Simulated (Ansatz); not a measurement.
All numbers below come from Ansatz 0.2.0, DFT PBE, scalar-relativistic, plane waves, PAW. Settings: cutoff 420 eV, Γ-centred meshes spaced at most about 0.3 Å⁻¹, and about 0.25 Å⁻¹ or finer for metals (2π included), Gaussian smearing. No spin polarisation in the final relaxations.

Temperature and zero-point effects are left out.

Compare these two cells of Sc3W, each relaxed at this level.

A.

Space group Fm-3m (No. 225). a = 6.886 Å, b = 6.886 Å, c = 6.886 Å, α = 90.00°, β = 90.00°, γ = 90.00°
```
atom  site  symmetry       x       y       z
  Sc    8c      -43m  0.2500  0.7500  0.7500
  Sc    4b      m-3m  0.5000  0.0000  0.0000
   W    4a      m-3m  0.0000  0.0000  0.0000
```

B.

Space group P6_3/mmc (No. 194). a = 6.227 Å, b = 6.227 Å, c = 4.940 Å, α = 90.00°, β = 90.00°, γ = 120.00°
| atom | site | symmetry | x | y | z |
| --- | --- | --- | --- | --- | --- |
| Sc | 6h | mm2 | 0.1704 | 0.3408 | 0.2500 |
| W | 2d | -6m2 | 0.3333 | 0.6667 | 0.7500 |

Question: Which is lower in energy, and by how much?

Answer: B is lower, by 95 meV/atom. A has the BiF3 (D0_3) type, space group Fm-3m (No. 225), 20.4 Å³/atom and no gap on its mesh; B has the Ni3Sn (D0_19) type, space group P6_3/mmc (No. 194), 20.7 Å³/atom and no gap. Counting all near atoms (those within 1.25 times the shortest distance at each site; a plus sign parts nearer from farther groups), A has Sc 8+6, W 8+6 and B has Sc 12, W 12. Even the lower one lies +0.20 eV/atom against the reference forms of the elements (uncorrected), so neither is stable at this level. In A, Sc on a site of symmetry -43m is surrounded by 4 Sc at 2.98 Å, 4 W at 2.98 Å and 6 Sc at 3.44 Å; Sc on a site of symmetry m-3m has 8 Sc at 2.98 Å and 6 W at 3.44 Å; around W lie 8 Sc at 2.98 Å and 6 Sc at 3.44 Å. In B, around Sc lie 4 W at 3.03–3.11 Å and 8 Sc at 3.04–3.18 Å; W is surrounded by 12 Sc at 3.03–3.11 Å. Both come from invented guesses.

Spin–orbit coupling, which can matter for W, is left out. Cells relaxed within their symmetry can be saddle points.
